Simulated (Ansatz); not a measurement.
# Two-dimensional PbS, first-principles data

PbS:
```
CELL_PARAMETERS angstrom
      4.12074     0.00000     0.00000
      0.00000     4.12326     0.00000
      0.00000     0.00000    32.00000
ATOMIC_POSITIONS crystal
  Pb 0.00000 0.00000 0.45603
  S  0.00000 0.00000 0.53865
  Pb 0.50000 0.50000 0.54397
  S  0.50000 0.50000 0.46135
```
Free-standing layer in the xy plane with vacuum along z and no interaction between images.

Method: the program Ansatz at the LDA level (PAW). Lattice and atoms are relaxed at this level; other levels are named.

### Structure

```
Quantity                                     Value
-------------------------------------  -----------
In-plane lattice                       a = 4.121 Å
Distance between the outermost nuclei       2.81 Å
```

### Electronic structure

```
Property                                                                                                                     Value
------------------------------------------------------------------------------  --------------------------------------------------
Band gap                                                                        1.47 eV (nearly direct: the direct gap is 1.48 eV)
Valence-band maximum                                                                       on the Y–Γ line, 18 % of the way from Y
Conduction-band minimum                                                                    on the Γ–X line, 84 % of the way from Γ
Ionisation potential (Kohn–Sham)                                                                                           4.54 eV
Electron affinity (Kohn–Sham)                                                                                              3.07 eV
Electron effective mass, in the valley on the Γ–X line, 84 % of the way from Γ                     0.15 along x, 0.14 along y (mₑ)
Hole effective mass, in the valley on the Y–Γ line, 18 % of the way from Y                         0.12 along x, 0.19 along y (mₑ)
```

Space group P4/nmm (square). The layer was cut from a bulk entry of the Materials Project (measured or hypothetical); whether that bulk phase is the ambient one, and whether the layer has been isolated, was not checked. The cell was relaxed with LDA under the symmetry of its start; its stability against distortions is not shown here. Spin–orbit coupling is left out wherever it is not named.

Potentials: the later of the program's two PAW sets.
